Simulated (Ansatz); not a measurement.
Consider the following.

ScPd₃C:
```
CELL_PARAMETERS angstrom
      4.18184     0.00000     0.00000
      0.00000     4.18184     0.00000
      0.00000     0.00000     4.18184
ATOMIC_POSITIONS crystal
  Sc 0.00000 0.00000 0.00000
  Pd 0.00000 0.50000 0.50000
  Pd 0.50000 0.00000 0.50000
  Pd 0.50000 0.50000 0.00000
  C  0.50000 0.50000 0.50000
```

This is the r²SCAN-relaxed structure.

Task: All from r²SCAN (plane waves, PAW; program Ansatz), unless another level is named. Estimate the electronic character.

Result: metallic (no gap).

Task: Give the density of states at the Fermi level.

Result: 0.72 states/eV per atom (mean over ±0.08 eV).

Task: Predict the formation energy from the elements (no fitted shifts).

Result: -19 kJ/mol of atoms.

Task: What about the gap with spin–orbit coupling?

Result: none (metallic).

Space group Pm-3m (anti-perovskite). The start of the workflow was typed in or built on a structure type; neither database checked (COD, Materials Project) lists it. Its standing as an ambient phase is unchecked. The r²SCAN relaxation kept the symmetry of its start; whether a distortion lowers the energy is not shown. No spin polarisation was allowed. The references are the lowest solids computed at this level, not always the standard phases. Spin–orbit coupling is left out wherever it is not named.

Potentials: the earlier of the program's two PAW sets.
